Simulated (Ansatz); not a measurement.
InGa3P4 under compression: one row to predict

It was reached by relaxing an invented guess, and it needn't be the stable form of this composition.

All numbers below come from DFT PBE, scalar-relativistic, plane waves, PAW (Ansatz). The final run on the 8-atom cell used 420 eV, a Γ-centred 6×6×6 mesh, 0.02 eV smearing and no spin polarisation.

```cif
data_structure
_symmetry_space_group_name_H-M 'P-43m'
_symmetry_Int_Tables_number 215
_cell_length_a 5.6209
_cell_length_b 5.6209
_cell_length_c 5.6209
_cell_angle_alpha 90.000
_cell_angle_beta 90.000
_cell_angle_gamma 90.000
_cell_volume 177.59
loop_
_atom_site_label
_atom_site_type_symbol
_atom_site_symmetry_multiplicity
_atom_site_Wyckoff_symbol
_atom_site_fract_x
_atom_site_fract_y
_atom_site_fract_z
_atom_site_occupancy
In1 In 1 b 0.50000 0.50000 0.50000 1
Ga1 Ga 3 d 0.00000 0.00000 0.50000 1
P1 P 4 e 0.76001 0.76001 0.76001 1
```

The cell was set to several volumes, with shape and atoms relaxed at each where symmetry leaves them free. Pressure is positive in compression, and energies count from the lowest row.

| row | V (Å³/atom) | P (GPa) | ΔE (meV/atom) | gap on mesh (eV) |
| --- | --- | --- | --- | --- |
| 1 | 19.535 | 12.16 | 89.9 | 1.45 |
| 2 | 20.201 | ? | ? | ? |
| 3 | 20.867 | 5.07 | 19.9 | 1.34 |
| 4 | 21.533 | 2.32 | 4.7 | 1.21 |
| 5 | 22.199 | -0.01 | 0.0 | 1.05 |
| 6 | 22.865 | -1.97 | 4.2 | 0.87 |
| 7 | 23.531 | -3.64 | 16.0 | 0.68 |
| 8 | 24.419 | -5.45 | 41.4 | 0.44 |

Question: Find B = −V·ΔP/ΔV from rows 4 and 6 and from rows 1 and 3, and from the two its slope B′ and its value B0 at zero pressure.

Answer: Rows 4 and 6 give −(21.533 + 22.865)/2 × (-1.97 − (2.32))/(22.865 − 21.533) = 71.5 GPa at a mean pressure of 0.17 GPa. Rows 1 and 3 give −(19.535 + 20.867)/2 × (5.07 − (12.16))/(20.867 − 19.535) = 107.5 GPa at a mean pressure of 8.62 GPa. So B′ = (107.5 − 71.5)/(8.62 − (0.17)) = 4.26 and B0 = 71.5 − 4.26 × (0.17) = 70.8 GPa. A third-order Birch–Murnaghan fit to all the energies gives B0 = 71.2 GPa and B′ = 4.6.

Question: Estimate the pressure and energy of row 2.

Answer: From row 5, V0 = 22.199 × (1 + (-0.01)/70.8) = 22.196 Å³/atom. Murnaghan's form P = (B0/B′)·[(V0/V)^B′ − 1] gives (70.8/4.26) × [(22.196/20.201)^4.26 − 1] = 8.20 GPa; the computed pressure is 8.32 GPa, so the estimate is off by -0.12 GPa. The work of compression from row 3, with the mean of the two pressures, gives ΔE = 19.9 + (8.20 + 5.07)/2 × (20.867 − 20.201)/160.2 × 1000 = 47.5 meV/atom (1 eV/Å³ = 160.2 GPa); the computed value is 47.5 meV/atom.

Question: Fit the gap against pressure through the other rows and estimate it at the computed pressure of row 2.

Answer: Over the 7 rows the mean pressure is 1.2114 GPa and the mean gap is 1.006 eV. The sums of products of deviations are S_xx = 215.5 and S_xy = 12.11, so the slope is 12.11/215.5 = 0.05619 (r = 0.92, rms misfit 0.13 eV). At 8.32 GPa the line gives 1.006 + (0.05619) × (8.32 − 1.2114) = 1.41 eV. The computed value is 1.42 eV, so the line is off by -0.01 eV, no more than the largest miss among the fitted rows (0.19 eV). The rows follow a line poorly: the gap bends, or the lowest transition changes along the series.

Kohn–Sham gaps at this level usually fall short of measured ones. All volumes keep the k mesh of the relaxed cell. A later test with randomly moved atoms came back to the same energy, though modes that don't fit the test's cell weren't probed.
